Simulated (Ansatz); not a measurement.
AlP:
```
CELL_PARAMETERS angstrom
      3.83470     0.00000     0.00000
     -1.91735     3.32095     0.00000
      0.00000     0.00000     6.29920
ATOMIC_POSITIONS crystal
  Al 0.33333 0.66667 0.00015
  Al 0.66667 0.33333 0.50015
  P  0.33333 0.66667 0.37485
  P  0.66667 0.33333 0.87485
```

Cartesian axes are those of the cell as given.

Q: Give the proper piezoelectric stress tensor with relaxed ions from LDA (plane waves, PAW; program Ansatz).

A: In C/m², rows x, y, z, Voigt columns; mesh uncertainty up to 0.00.
```
 0.00   0.00   0.00   0.00  -0.08   0.00
 0.00   0.00   0.00  -0.08   0.00   0.00
-0.10  -0.10   0.16   0.00   0.00   0.00
```

The elastic tensor of the same run (GPa):

```
 157  63.5  47.6   0.0   0.0   0.0
63.5   157  47.6   0.0   0.0   0.0
47.6  47.6   178   0.0   0.0   0.0
 0.0   0.0   0.0  36.9   0.0   0.0
 0.0   0.0   0.0   0.0  36.9   0.0
 0.0   0.0   0.0   0.0   0.0  46.9
```

Q: Convert to strain constants d = e·S.

A: In pC/N:
```
 0.0   0.0   0.0   0.0  -2.2   0.0
 0.0   0.0   0.0  -2.2   0.0   0.0
-0.7  -0.7   1.3   0.0   0.0   0.0
```

Space group P6_3mc (wurtzite). The workflow started from a Materials Project entry (that database holds measured and hypothetical structures alike); the Crystallography Open Database copy checked does not list it. It is not the phase usual at ambient conditions (space group No. 216). Symmetry was held in the LDA relaxation; phonons on a q-mesh show no instability.

Potentials: the later of the program's two PAW sets.
